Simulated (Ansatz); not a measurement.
What moves the pressure of BiTe?

```
CELL_PARAMETERS angstrom
0.00000 3.23500 3.23500
3.23500 0.00000 3.23500
3.23500 3.23500 0.00000
ATOMIC_POSITIONS crystal
Bi 0.00000 0.00000 0.00000
Te 0.50000 0.50000 0.50000
```

Atoms are numbered in the order listed.

The conventional cell has a = 6.470 Å, b = 6.470 Å, c = 6.470 Å, α = 90.00°, β = 90.00°, γ = 90.00°. Bi (atom 1) has 6 Te at 3.23 Å as nearest neighbours. Around Te (atom 2) lie 6 Bi at 3.23 Å.

The cell is COD entry 9008604, as deposited and not checked against the literature; nothing was relaxed.

All numbers below come from DFT, PBE, all-electron LAPW, scalar-relativistic (Ansatz 0.2.0).

Settings: a Γ-centred 10×10×10 k mesh, Fermi–Dirac smearing of 0.03 eV, basis error target 0.25 meV/atom, no spin polarisation.

Spin–orbit coupling is off unless a change turns it on.

In this reference run the pressure is 0.8 GPa (positive in compression). Each change below is made alone, on the same k mesh, with fractional coordinates held unless an atom is moved; x, y and z are the Cartesian axes.

Problem. One change shifts the pressure by -0.1 GPa. Which?
A. functional pbesol
B. xy engineering shear strain of +4 %
C. functional lda
D. volume scaled by 1.02
E. spin-orbit coupling on

Solution. B. The others give: spin-orbit coupling on, +1.4 GPa; volume scaled by 1.02, -1.0 GPa; functional pbesol, -2.5 GPa; functional lda, -3.6 GPa.
